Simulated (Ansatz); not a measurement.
# A sublattice moved along a line in MgRh

These are results of Ansatz 0.2.0, DFT PBEsol, scalar-relativistic, plane waves, PAW, not measurements. The runs took a 420 eV cutoff, a Γ-centred 16×16×16 mesh and Gaussian smearing (0.15 eV). No spin polarisation. Energies are free energies at this smearing, counted from the undisturbed cell; pressure is positive in compression.

The undisturbed cell (as given, not relaxed at this level; it stands at -1.9 GPa, and it needn't be the usual structure):

```
Mg Rh
1.0
     3.09920    0.00000    0.00000
     0.00000    3.09920    0.00000
     0.00000    0.00000    3.09920
Mg Rh
1 1
Direct
  0.00000 0.00000 0.00000
  0.50000 0.50000 0.50000
```

Every Mg atom is moved by x along the Cartesian unit vector (-1.000, 0.000, 0.000); the cell and all other atoms stay fixed. The cell is metallic on the mesh throughout.

| x (Å) | ΔE (meV/cell) |
| --- | --- |
| -0.2000 | 111.4 |
| -0.1000 | 27.9 |
| 0.0000 | 0.0 |
| 0.0250 | 1.7 |
| 0.0500 | 7.0 |
| 0.0750 | 15.7 |
| 0.1250 | 43.6 |
| 0.1500 | 62.8 |
| 0.1750 | 85.4 |

(1) Predict the force along x on the moved atoms (eV/Å) at each point.

## Answers

(1)
| x (Å) | force along x on the moved atoms (eV/Å) |
| --- | --- |
| -0.2000 | 1.11 |
| -0.1000 | 0.56 |
| 0.0000 | 0.00 |
| 0.0250 | -0.14 |
| 0.0500 | -0.28 |
| 0.0750 | -0.42 |
| 0.1250 | -0.70 |
| 0.1500 | -0.83 |
| 0.1750 | -0.97 |